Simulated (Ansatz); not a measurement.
InSb (zinc blende, F-43m) under volume change, PBEsol in the plane-wave PAW code Ansatz, scaled uniformly.

```
V (Å³/atom)  E − E(relaxed) (meV/atom)  P (GPa)
-----------  -------------------------  -------
31.515                            45.1     5.06
32.554                            18.9     3.08
33.593                             4.5     1.41
34.632                             0.0     0.01
35.671                               …        …
36.710                            14.8    -2.16
37.749                               …        …
```

Problem. Complete the blanks.

Solution. 
- 35.671, E − E(relaxed) (meV/atom): 3.9
- 35.671, P (GPa): -1.17
- 37.749, E − E(relaxed) (meV/atom): 31.6
- 37.749, P (GPa): -2.98

Problem. What does a third-order Birch–Murnaghan fit give for V₀, B₀ and B′?

Solution. V₀ = 34.64 Å³/atom, B₀ = 42.7 GPa, B′ = 4.8.

The PBEsol relaxation kept the symmetry of its start. Spin–orbit coupling is left out wherever it is not named.

Potentials: the earlier of the program's two PAW sets. The files were generated under PBE; for other functionals the program regenerates the frozen cores, and for LDA and PBEsol the local potential too.
